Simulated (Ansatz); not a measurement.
ZrRu (rock salt, space group No. 225) at seven volumes, plane-wave PAW PBEsol (Ansatz code), scaled uniformly. One row is withheld.

| V (Å³/atom) | P (GPa) |
|---|---|
| 16.812 | 17.76 |
| 17.366 | 10.89 |
| 17.920 | 5.02 |
| 18.474 | 0.00 |
| 19.029 | -4.29 |
| 19.583 | ? |
| 20.137 | -11.09 |

Task: Fit the shown pressures and predict the withheld one.

Result: Third-order Birch–Murnaghan: P = (3/2)B₀(x^(7/2) − x^(5/2))[1 + (3/4)(B′ − 4)(x − 1)] with x = (V₀/V)^(2/3). Least squares on the six rows gives V₀ = 18.475 Å³/atom, B₀ = 154.3 GPa, B′ = 4.22. At V = 19.583, x = 0.9619 and P = -7.95 GPa. The run itself gave -7.96 GPa.

Space group Fm-3m (rock salt). The start of the workflow was typed in or built on a structure type; neither database checked (COD, Materials Project) lists it. COD files the formula under space group No. 221. Whether it is the stable phase at ambient conditions was not checked. The PBEsol relaxation kept the symmetry of its start. At this level the phase is mechanically unstable. The run is not spin-polarised.

Potentials: the earlier of the program's two PAW sets. The files were generated under PBE; for other functionals the program regenerates the frozen cores, and for LDA and PBEsol the local potential too.
